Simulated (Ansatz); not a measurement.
Elastic constants of CdS (F-43m) under pressure

```xyz
2
Lattice="0.0000 2.8783 2.8783 2.8783 0.0000 2.8783 2.8783 2.8783 0.0000" Properties=species:S:1:pos:R:3 pbc="T T T"
Cd    0.0000    0.0000    0.0000
S     4.3174    4.3174    4.3174
```

This is the zero-pressure cell. At each pressure cell and atoms are relaxed in this structure, and the constants are slopes of the stress at strains of ±0.005 with relaxed ions (the coefficients that govern stability under load). Level: LDA, PAW on Ansatz 0.2.0's default frozen-core files (fitted under PBE), scalar-relativistic; k mesh 8×8×8, strains of ±0.005, fixed occupations, cutoff 420 eV. P is the pressure of the relaxed cell, less that of this one.

| P (GPa) | V/V₀ | C11 (GPa) | C12 (GPa) | C44 (GPa) |
| --- | --- | --- | --- | --- |
| 0.00 | 1.0000 | 81.7 | 61.3 | 27.8 |
| 0.99 | 0.9861 | 85.4 | 66.1 | 27.0 |
| 2.04 | ? | ? | ? | ? |
| 3.96 | 0.9496 | 96.3 | 80.5 | 24.2 |
| 6.99 | 0.9189 | 106.8 | 94.7 | 20.7 |
| 9.97 | 0.8931 | 116.6 | 108.3 | 17.0 |
| 15.00 | 0.8568 | 132.6 | 130.7 | 10.1 |

**Question.** Does the bulk modulus from the constants agree with the pressure-volume curve?

**Answer.** A third-order Birch-Murnaghan fit to the volumes shown (F against f, f = [(V₀/V)^(2/3) − 1]/2) gives B₀ = 68.1 GPa and B′ = 4.6. Its −V dP/dV stands beside (C11 + 2C12)/3:

```csv
P (GPa),from P(V),from the constants
0.00,68.1,68.1
0.99,72.6,72.6
3.96,85.7,85.8
6.99,98.7,98.7
9.97,111.1,111.1
15.00,131.6,131.4
```

**Question.** What are the pressure derivatives at zero pressure?

**Answer.** Slopes at V₀ of quadratic fits in −ln(V/V₀) through the first four rows shown, divided by B₀: dC11/dP = 3.8, dC12/dP = 4.9, dC44/dP = -0.7. The mean slopes up to 4.0 GPa are 3.7, 4.9, -0.9; curvature and scatter of the constants part the two. The combination (dC11/dP + 2 dC12/dP)/3 = 4.6 stands against B′.

**Question.** Fill the row at 2.04 GPa.

**Answer.** Cubic fits in −ln(V/V₀) through all rows shown give C11 = 89.4, C12 = 71.3, C44 = 26.1 GPa. Computed: V/V₀ = 0.9723, C11 (GPa) = 89.4, C12 (GPa) = 71.3, C44 (GPa) = 26.1.

**Question.** Does a shear stiffness soften?

**Answer.** C44 goes from 27.8 to 10.1 GPa; (C11 − C12)/2 goes from 10.2 to 0.9 GPa. C44 and (C11 − C12)/2 soften under pressure, though the lattice stays mechanically stable over this range.

Known limits: this zinc-blende form is metastable at ambient conditions; no other phase was computed; many crystals of this kind change structure within this range, and rows or crossings beyond such a change describe a metastable lattice; frozen-core PAW files fitted under PBE, their cores solved anew for the functional of the run; constants at zero field, no piezoelectric stiffening; phonons weren't checked at these pressures.
